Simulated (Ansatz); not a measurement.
Here is the system:

ReW:
```yaml
crystal:
  lattice:
    - [3.14680, 0.00000, 0.00000]
    - [0.00000, 3.14680, 0.00000]
    - [0.00000, 0.00000, 3.14680]
  atoms:
    - { symbol: W, position: [0.00000, 0.00000, 0.00000] }
    - { symbol: Re, position: [0.50000, 0.50000, 0.50000] }
```

This is the PBE-relaxed structure.

**Question.** All from plane-wave PAW PBE (Ansatz code), unless another level is named. Give the density of states at the Fermi level.

**Answer.** 0.89 states/eV per atom (mean over ±0.08 eV).

**Question.** And the formation energy from the elements (no fitted shifts)?

**Answer.** 8.9 kJ/mol-atom.

Space group Pm-3m (CsCl type). The cell is a constructed one: a structure type filled with these elements; neither database checked (COD, Materials Project) lists it. Whether it is the stable phase at ambient conditions was not checked. Symmetry was held in the PBE relaxation; its stability against distortions is not shown here. The run is not spin-polarised. The references are the lowest solids computed at this level, not always the standard phases. Spin–orbit coupling is left out wherever it is not named.

Potentials: the later of the program's two PAW sets.
